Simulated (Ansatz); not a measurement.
## Profile along the Co–Co line in Co (hcp, Mg type)

Co (hcp, Mg type)

```xyz
2
Lattice="2.4573 0.0000 0.0000 -1.2286 2.1281 0.0000 0.0000 0.0000 3.9686" Properties=species:S:1:pos:R:3 pbc="T T T"
Co     0.0000     1.4187     2.9765
Co     1.2286     0.7094     0.9922
```

Fields along a shortest Co–Co line of a (1 -1 0 0) plane (2.46 Å), from Co to Co, interpolated on the slice's grid (step about 0.1 Å). Method: PBEsol (plane waves to 420 eV, PAW, scalar-relativistic; Ansatz, a quantum-chemistry and plane-wave program). k mesh 22×22×12. These are valence fields of a PAW run, semicore shells included where kept as valence: close to a nucleus they are smooth pseudo fields. Co was relaxed with its symmetry unable to fall. Relaxed Co ends ferromagnetic. Other magnetic orders were not checked, so this need not be the ground state.

```csv
distance from Co (Å),valence electron density (e/Å³),"spin density, up minus down (e/Å³)",electron localisation function,ELF of the up spins,ELF of the down spins
0.00,56.93,7.43,x,x,x
0.12,48.98,6.25,x,x,x
0.25,31.80,3.84,x,x,x
0.37,16.52,1.82,x,x,x
0.49,7.52,0.78,x,x,x
0.61,3.33,0.36,0.38,0.38,0.38
0.74,1.54,0.17,0.24,0.26,0.21
0.86,0.78,0.07,0.18,0.20,0.16
0.98,0.49,0.02,0.18,0.17,0.18
1.11,0.38,0.00,0.23,0.19,0.28
1.23,0.36,-0.01,0.25,0.20,0.32
1.35,0.38,0.00,0.23,0.19,0.28
1.48,0.49,0.02,0.18,0.17,0.18
1.60,0.78,0.07,0.18,0.20,0.16
1.72,1.54,0.17,0.24,0.26,0.21
1.84,3.33,0.36,0.38,0.38,0.38
1.97,7.52,0.78,x,x,x
2.09,16.52,1.82,x,x,x
2.21,31.80,3.84,x,x,x
2.34,48.98,6.25,x,x,x
2.46,56.93,7.43,x,x,x
```

x: too close to a nucleus for the ELF to mean much.

Density on the Co–Co line (2.46 Å) at its midpoint: 0.36 e/Å³. ELF at that point: 0.3.
